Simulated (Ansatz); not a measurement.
**SrIn5 (P6/mmm): electronic heat capacity and spin susceptibility from the density of states**

Computed with DFT r2SCAN, scalar-relativistic, plane waves, PAW (Ansatz).

Cutoff 500 eV; k points 6×6×8 on the computed 6-atom cell (Γ-centred); Gaussian smearing, width 0.10 eV; no spin polarisation.

Relaxed cell: P6/mmm, a = 6.288 Å, b = 6.288 Å, c = 5.131 Å, α = 90.00°, β = 90.00°, γ = 120.00°, 6 atoms in the primitive cell. Whether it is the stable form of this composition wasn't checked.

The density of states at the Fermi level is 2.424 states/eV in the cell of 6 atoms (1 formula unit; both spins, tetrahedra on a 9×9×12 mesh).

What Sommerfeld coefficient and Pauli susceptibility does this give?

Per formula unit N(E_F) = 2.424 states/eV. γ = (π²/3) k_B² N(E_F) N_A = 2.357 mJ/(mol K²) per state/eV, so γ = 5.7 mJ/(mol K²), a mole of formula units. χ_P = μ_B² N(E_F) N_A = 3.23×10⁻⁵ emu/mol per state/eV gives 7.8×10⁻⁵ emu/mol. This is the bare band result: a measured γ of the same phase is as a rule larger by a factor 1 + λ from phonons and spin fluctuations, the spin part of χ is larger by the Stoner factor, and a measured χ also holds orbital and core terms. N(E_F) at one energy is sensitive to the mesh where the density of states has sharp peaks.

Cost: 1 run of about 3.2 core-minutes, on Arm Neoverse V1 (shared hosts).